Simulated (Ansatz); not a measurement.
SrGaHO₂ in space group P4/mmm (No. 123; Sr on 1d, Ga on 1a, O on 2f, H on 1b) at seven volumes, r²SCAN (plane waves, PAW; program Ansatz), shape and atoms relaxed at each. One row is withheld.

```tsv
V (Å³/atom)	P (GPa)
10.167	?
10.502	9.51
10.837	4.37
11.172	-0.01
11.508	-3.74
11.843	-6.92
12.178	-9.63
```

Question: Fit the shown pressures and predict the withheld one.

Answer: Third-order Birch–Murnaghan: P = (3/2)B₀(x^(7/2) − x^(5/2))[1 + (3/4)(B′ − 4)(x − 1)] with x = (V₀/V)^(2/3). Least squares on the six rows gives V₀ = 11.172 Å³/atom, B₀ = 134.5 GPa, B′ = 4.34. At V = 10.167, x = 1.0649 and P = 15.56 GPa. The run itself gave 15.55 GPa.

The start of the workflow was typed in or built on a structure type; neither database checked (COD, Materials Project) lists it. Its standing as an ambient phase is unchecked. Symmetry was held in the r²SCAN relaxation; whether a distortion lowers the energy is not shown.

Potentials: the earlier of the program's two PAW sets. The files were generated under PBE; for other functionals the program regenerates the frozen cores, and for LDA and PBEsol the local potential too.
